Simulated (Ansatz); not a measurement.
Relaxation of a generated cell, Zn3P2 built in the bixbyite structure type; 40 atoms in the cell, which starts as Ia-3 (No. 206), cI80; a = 11.281 Å, b = 11.281 Å, c = 11.281 Å, α = 90.00°, β = 90.00°, γ = 90.00°. All values below come from r2SCAN (plane waves to 500 eV, PAW, scalar-relativistic; Ansatz, a first-principles code). Γ-centred k-mesh 3×3×3 on the run's cell (coarser than for final values), Fermi–Dirac smearing 0.05 eV. This is the first round of the run. 

The optimiser's lines from the output (shortened; P is positive under compression):

```
relax step   1: F+E_penalty+E_count = -91970.47387954 eV  Δ(F+E_penalty+E_count) = +0.000e0 eV  max|allowed force component| = 1.080e0 eV/Å  Δτ_max = 0.0000 Å  P = +1.636 GPa  Ω = 717.785 Å³  (9 SCF iters, dr2 threshold 1.00e-7 eV, accepted)
relax step   2: F+E_penalty+E_count = -91972.12328815 eV  Δ(F+E_penalty+E_count) = -1.649e0 eV  max|allowed force component| = 3.216e-1 eV/Å  Δτ_max = 0.1617 Å  P = -0.496 GPa  Ω = 733.256 Å³  (8 SCF iters, dr2 threshold 4.00e-6 eV, accepted)
relax step   3: F+E_penalty+E_count = -91972.55477838 eV  Δ(F+E_penalty+E_count) = -4.315e-1 eV  max|allowed force component| = 1.424e-1 eV/Å  Δτ_max = 0.1028 Å  P = -0.368 GPa  Ω = 729.151 Å³  (8 SCF iters, dr2 threshold 4.00e-6 eV, accepted)
relax step   4: F+E_penalty+E_count = -91972.75887670 eV  Δ(F+E_penalty+E_count) = -2.041e-1 eV  max|allowed force component| = 7.498e-2 eV/Å  Δτ_max = 0.0909 Å  P = +0.235 GPa  Ω = 727.516 Å³  (8 SCF iters, dr2 threshold 1.27e-6 eV, accepted)
relax step   5: F+E_penalty+E_count = -91972.75339978 eV  Δ(F+E_penalty+E_count) = +5.477e-3 eV  max|allowed force component| = 7.442e-2 eV/Å  Δτ_max = 0.0264 Å  P = -0.045 GPa  Ω = 730.857 Å³  (8 SCF iters, dr2 threshold 3.51e-7 eV, rejected (line search))
relax step   6: F+E_penalty+E_count = -91972.76625251 eV  Δ(F+E_penalty+E_count) = -7.376e-3 eV  max|allowed force component| = 2.869e-3 eV/Å  Δτ_max = 0.0102 Å  P = -0.037 GPa  Ω = 730.215 Å³  (11 SCF iters, accepted)
relax step   7: F+E_penalty+E_count = -91972.76639272 eV  Δ(F+E_penalty+E_count) = -1.402e-4 eV  max|allowed force component| = 1.889e-4 eV/Å  Δτ_max = 0.0005 Å  P = -0.001 GPa  Ω = 729.868 Å³  (6 SCF iters, dr2 threshold 3.37e-9 eV, accepted)
relax step   8: F+E_penalty+E_count = -91972.76926455 eV  Δ(F+E_penalty+E_count) = -2.872e-3 eV  max|allowed force component| = 1.705e-4 eV/Å  Δτ_max = 0.0000 Å  P = +0.004 GPa  Ω = 729.868 Å³  stress off target by 4.05e-3 GPa  SCF on the basis re-selected at this cell (its energy is not comparable with the rows above)  (7 SCF iters)
```

From the first to the last row the energy changes by -0.06 eV/atom and the volume by +1.7 %. The last row is marked as not comparable with the walk above it, whose basis was carried along; it does compare with step 1, since both stand on a basis selected at the nominal cutoff for their own cell.

Step 5 was rejected by the optimiser.

Later rounds, restarted from the end of this one on a renewed k-mesh, logged 2 more steps and released under 0.01 eV/atom more. The final structure after all rounds: Ia-3 (No. 206), cI80, anti-bixbyite type; a = b = c = 11.344 Å, α = β = γ = 90.00°. Between re-selections the logged energies stand on a plane-wave basis carried along with the cell. No spin polarisation in the result.

The run could not lose the symmetry of its start.

The first start was generated by placing the elements on the sites of a structure type. Materials Project lists a structure of Zn3P2 in the same space group, Ia-3 (No. 206); the sites were not compared with it, nor with measured phases.
